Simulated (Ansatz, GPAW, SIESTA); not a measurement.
AlSn: programs and potentials compared

```xyz
2
Lattice="4.1981 0.0000 0.0000 -2.0991 3.6357 0.0000 0.0000 0.0000 3.3068" Properties=species:S:1:pos:R:3 pbc="T T T"
Sn    0.0000    2.4238    1.6534
Al    0.0000    0.0000    0.0000
```

The cell comes from a database or a generator and needn't be the stable form of this composition.

Alike in all runs: task band structure; functional PBE; k mesh 7 × 7 × 8; occupations fermi-dirac, width 0.05 eV; no spin polarisation; no spin-orbit coupling. Pressure is positive in compression and, in plane waves, holds the error of the finite cutoff, which Ansatz's Pulay term estimates and takes out.

```csv
program and potentials,plane-wave cutoff (eV),notes,pressure (GPa)
"Ansatz, SPMS NC",490,8.5 valence electrons an atom on average; Pulay term of +0.28 GPa included,0.28
"Ansatz, PseudoDojo standard (PBE files)",980,8.5 valence electrons an atom on average,0.17
"Ansatz, all-electron LAPW, scalar-relativistic",-,-,0.25
"Ansatz, PseudoDojo stringent (PBE files)",1388,12.5 valence electrons an atom on average,0.21
"Ansatz, JTH PAW",6600,8.5 valence electrons an atom on average,?
"Ansatz, Ansatz PAW (files of its older set among them)",900,16.5 valence electrons an atom on average,0.25
"GPAW, GPAW PAW data sets (gpaw-data 1.2.1)",600,8.5 valence electrons an atom on average,0.13
"SIESTA, files PseudoDojo sr-pbe-0.4.1-standard, DZP (energy shift 0.003 Ry; two zetas on semicore shells)",-,atomic basis; 8.5 valence electrons an atom on average,0.47
"Ansatz, Ansatz NC",980,8.5 valence electrons an atom on average,0.27
```

Problem. Estimate from the other rows what the run with Ansatz, JTH PAW gave.

Solution. Pressure 0.26 GPa. The other rows, which needn't bracket it: pressure 0.13 to 0.47.
